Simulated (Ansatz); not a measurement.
Relaxed LaGaO3 (space group R-3c):

```
LaGaO3
1.0
    2.73391     1.57843     4.38110
   -2.73391     1.57843     4.38110
    0.00000    -3.15685     4.38110
La Ga O
2 2 6
Direct
  0.25000   0.25000   0.25000
  0.75000   0.75000   0.75000
  0.00000   0.00000   0.00000
  0.50000   0.50000   0.50000
  0.75000   0.18772   0.31228
  0.25000   0.81228   0.68772
  0.31228   0.75000   0.18772
  0.68772   0.25000   0.81228
  0.18772   0.31228   0.75000
  0.81228   0.68772   0.25000
```

The atoms are displaced by Q × the pattern below (from a DFPT mode at Γ, largest move 1; Q in Å), at fixed cell. It is one choice among 2 degenerate patterns.

```csv
atom,x,y,z
La1,0.000,-0.060,0.000
La2,0.000,-0.060,0.000
Ga3,-0.193,-0.352,0.000
Ga4,0.193,-0.352,0.000
O5,-0.395,0.914,-0.088
O6,-0.395,0.914,-0.088
O7,0.395,0.914,-0.088
O8,0.395,0.914,-0.088
O9,0.000,0.230,0.175
O10,0.000,0.230,0.175
```

The numbers are results of LDA (plane waves to 420 eV, PAW, scalar-relativistic; Ansatz, an electronic-structure program), not measurements. k mesh 8×8×8 (Γ-centred), Fermi-Dirac smearing 0.05 eV. LaGaO3 is run without spin polarisation. LaGaO3 was relaxed with its symmetry unable to fall. This is one of several known forms of LaGaO3; the measured ambient cells at hand have space group No. 62. 

```tsv
Q (Å)	−dE/dQ from forces (eV/Å)
-0.280	10.664
-0.233	8.598
-0.187	6.690
-0.140	4.907
-0.093	3.218
-0.047	1.593
0.000	0.000
0.047	-1.593
0.093	-3.218
0.140	-4.907
0.187	-6.690
0.233	-8.598
0.280	-10.664
```

Problem. What harmonic wavenumber does the curvature at Q = 0 give?

Solution. 320 cm⁻¹. E″ = 34.02 eV/Å², M = Σ mᵢ|uᵢ|² = 90.2 u, ν̃ = 521.5·√(|E″|/M).

(A displaced cell: forces are minus the slopes of the energy, force constants its curvatures, and phonons follow from these.)
